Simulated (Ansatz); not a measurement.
The relaxed structure here is a generated cell of PbSe: the first start was made by placing the elements on the sites of a structure type, and the end was not matched to a known phase here, so it may be hypothetical. Known forms of PbSe include space group No. 225.

One stationary structure of PbSe. These are r2SCAN (plane waves to 500 eV, PAW, scalar-relativistic; Ansatz, a quantum-chemistry and plane-wave program) values and carry that method's errors.

```cif
data_PbSe
_chemical_formula_sum 'Pb1 Se1'
_space_group_name_H-M_alt 'P 1'
_space_group_IT_number 1
_cell_length_a 4.19176
_cell_length_b 4.19176
_cell_length_c 3.91971
_cell_angle_alpha 90.000
_cell_angle_beta 90.000
_cell_angle_gamma 120.000
loop_
_space_group_symop_operation_xyz
  'x, y, z'
loop_
_atom_site_label
_atom_site_type_symbol
_atom_site_fract_x
_atom_site_fract_y
_atom_site_fract_z
_atom_site_occupancy
Pb1 Pb 0.00000 0.00000 0.00000 1
Se1 Se 0.33333 0.66667 0.50000 1
```

Q: Determine the symmetry and give the standard cell with its independent sites.

A: Space group P-6m2 (No. 187); a = 4.192 Å, b = 4.192 Å, c = 3.920 Å, α = 90.00°, β = 90.00°, γ = 120.00°

```tsv
atom	site	symmetry	x	y	z
Pb	1a	-6m2	0.0000	0.0000	0.0000
Se	1d	-6m2	0.3333	0.6667	0.5000
```

This is the AFLOW prototype AB_hP2_187_d_a (B_h, as in WC).

Q: Give the shortest distances between elements (the closest pairs, up to four, under 3.6 Å).

A: Pb–Se 3.11 Å.

```yaml
volume_per_atom: 29.82 Å³
band_gap: no gap (metallic)
```

No spin polarisation in the result.

The run could not lose the symmetry of its start: the end is stationary, and may be a saddle point rather than a minimum.

All atoms sit on sites fixed by symmetry, so only the cell could relax.
